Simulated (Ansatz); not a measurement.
CuTaS2:
```
CELL_PARAMETERS angstrom
      3.37028     0.00000     0.00000
     -1.68514     2.91875     0.00000
      0.00000     0.00000     6.11240
ATOMIC_POSITIONS crystal
  S  0.66667 0.33333 0.74232
  Ta 0.00000 0.00000 0.00000
  S  0.33333 0.66667 0.25768
  Cu 0.00000 0.00000 0.50000
```

Relaxed with PBE+D3(BJ). Special points in fractions of this cell's reciprocal vectors: Γ (0.000, 0.000, 0.000); M (0.500, 0.000, 0.000); K (0.333, 0.333, 0.000); A (0.000, 0.000, 0.500); L (0.500, 0.000, 0.500); H (0.333, 0.333, 0.500).

Question: List the band energies nearest the Fermi level at these points for the program Ansatz at the PBE+D3(BJ) with spin–orbit coupling level (PAW).

Answer: In eV from the Fermi level; about four levels below and three above (degenerate sets whole), none deeper than 8.9 eV; points with the same levels are listed once.

```
k                    below                above
-  -----------------------  -------------------
Γ  -0.07 -0.07 -0.02 -0.02  2.61 2.61 2.92 2.92
M  -2.37 -2.37 -0.81 -0.81  1.86 1.86 2.27 2.27
K  -2.39 -2.39 -2.37 -2.37  0.63 0.63 1.26 1.26
A  -0.46 -0.46 -0.19 -0.19  2.75 2.75 2.76 2.76
L  -1.40 -1.40 -1.13 -1.13  1.27 1.27 2.08 2.08
H  -2.11 -2.11 -2.10 -2.10  0.22 0.22 0.38 0.38
```

Space group P-3m1. The cell is a constructed one: a structure type filled with these elements; neither database checked (COD, Materials Project) lists it. Its standing as an ambient phase is unchecked. Symmetry was held in the PBE+D3(BJ) relaxation; of distortions, only those at the zone centre were tested. The run is not spin-polarised.

Potentials: the later of the program's two PAW sets.
